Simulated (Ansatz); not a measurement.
Total density of states per atom from r²SCAN (plane waves, PAW; program Ansatz), in 0.25 eV bins, energy from the Fermi level:

| E (eV) | states/eV/atom |
|---|---|
| -7.85 | 0.10 |
| -7.60 | 0.16 |
| -7.35 | 0.17 |
| -7.10 | 0.16 |
| -6.85 | 0.15 |
| -6.60 | 0.13 |
| -6.35 | 0.12 |
| -6.10 | 0.14 |
| -5.85 | 0.22 |
| -5.60 | 0.22 |
| -5.35 | 0.14 |
| -5.10 | 0.21 |
| -4.85 | 0.24 |
| -4.60 | 0.35 |
| -4.35 | 0.46 |
| -4.10 | 0.43 |
| -3.85 | 0.89 |
| -3.60 | 1.13 |
| -3.35 | 0.92 |
| -3.10 | 1.39 |
| -2.85 | 1.68 |
| -2.60 | 1.49 |
| -2.35 | 2.10 |
| -2.10 | 1.64 |
| -1.85 | 1.81 |
| -1.60 | 1.29 |
| -1.35 | 1.09 |
| -1.10 | 1.03 |
| -0.85 | 1.03 |
| -0.60 | 0.85 |
| -0.35 | 0.79 |
| -0.10 | 0.52 |
| 0.15 | 0.52 |
| 0.40 | 0.62 |
| 0.65 | 0.63 |
| 0.90 | 1.04 |
| 1.15 | 0.94 |
| 1.40 | 0.59 |
| 1.65 | 0.74 |
| 1.90 | 1.13 |
| 2.15 | 1.00 |
| 2.40 | 1.03 |
| 2.65 | 1.22 |
| 2.90 | 0.73 |
| 3.15 | 0.62 |
| 3.40 | 0.73 |
| 3.65 | 0.61 |
| 3.90 | 0.53 |
| 4.15 | 0.58 |
| 4.40 | 0.77 |
| 4.65 | 0.62 |

Q: Which of these materials gives this?
A) MgIn2Se4, P-1 (Pearson symbol aP28)
B) Zr2Ga3Cu, Cm (Pearson symbol mS12)
C) Zr2InCo2, P4/mbm (Zr on 4h, In on 2a, Co on 4g)
D) ZrGe, Pnma (Zr on 4c, Ge on 4c)

A: C, Zr2InCo2, P4/mbm (Zr on 4h, In on 2a, Co on 4g). Within 0.5 eV of the Fermi level: Zr 4d 44 %, Co 3d 33 %, In 5p 10 %, outside the projected shells 7 %. Projections are on Löwdin-orthogonalised atomic valence shells; empty p or d shells of many metals are not among them.

The workflow started from a Materials Project entry (that database holds measured and hypothetical structures alike); the Crystallography Open Database copy checked does not list it. Whether it is the stable phase at ambient conditions was not checked. The cell was relaxed with r²SCAN under the symmetry of its start, as lowered by the spin order; its stability against distortions is not shown here. The final state is ferrimagnetic, chosen from 2 collinear starts compared on coarse meshes (ties went to the first, and starts can fall back to one state), not a proven ground state. The program gave a warning on the electronic state, which may not be the lowest. Spin–orbit coupling is left out wherever it is not named.

Potentials: the later of the program's two PAW sets.
